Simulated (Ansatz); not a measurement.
# Computed properties of Ta$_{3}$Sn

Ta3Sn:
```cif
data_Sn2Ta6
_chemical_formula_sum 'Sn2 Ta6'
_space_group_name_H-M_alt 'Pm-3n'
_space_group_IT_number 223
_space_group_name_Hall '-P 4n 2 3'
_cell_length_a 5.26030
_cell_length_b 5.26030
_cell_length_c 5.26030
_cell_angle_alpha 90.000
_cell_angle_beta 90.000
_cell_angle_gamma 90.000
loop_
_atom_site_label
_atom_site_type_symbol
_atom_site_symmetry_multiplicity
_atom_site_Wyckoff_symbol
_atom_site_fract_x
_atom_site_fract_y
_atom_site_fract_z
_atom_site_occupancy
Sn1 Sn 2 a 0.00000 0.00000 0.00000 1
Ta1 Ta 6 c 0.00000 0.50000 0.25000 1
```

Space group Pm-3n (No. 223), A15 (Cr3Si type); conventional cell a = 5.260 Å, b = 5.260 Å, c = 5.260 Å, α = 90.00°, β = 90.00°, γ = 90.00°.

Method: plane-wave PAW PBEsol (Ansatz code). The cell and atoms are relaxed at this level. Other levels are named where they apply.

### Cell and energy

- Volume per atom = 18.19 Å³
- Density = 15.09 g/cm³
- Formation energy from the elements (no fitted shifts) = -0.081 eV/atom

### Electronic structure

Electronic character: metallic (no gap)
Density of states at the Fermi level: 1.4 states/eV per atom (mean over ±0.08 eV)
Gap with spin–orbit coupling: none (metallic)

### Mechanics

* **Bulk modulus (Birch–Murnaghan fit)**: 193 GPa
* **Pressure derivative B′**: 4.2
* **Elastic constants (relaxed ions, GPa)**: C11 = 331, C12 = 124, C44 = 21.1
* **Mechanical stability**: stable (all eigenvalues of C positive)
* **Hill bulk and shear moduli**: 193 and 42.5 GPa
* **Young's modulus**: 119 GPa
* **Poisson's ratio**: 0.40
* **Debye temperature from the elastic constants**: 215 K

### Charges

* **Bader charges**: Sn -0.72, Ta +0.24 e

The workflow started from an entry of the Crystallography Open Database (COD). Whether it is the stable phase at ambient conditions was not checked. The PBEsol relaxation kept the symmetry of its start; its stability against distortions is not shown here. No spin polarisation was allowed. As this level gives no gap, shear constants depend on the k-mesh and smearing (Fermi–Dirac, 0.1 eV here). The references are the lowest solids computed at this level, not always the standard phases. Spin–orbit coupling is left out wherever it is not named.

Potentials: the later of the program's two PAW sets.
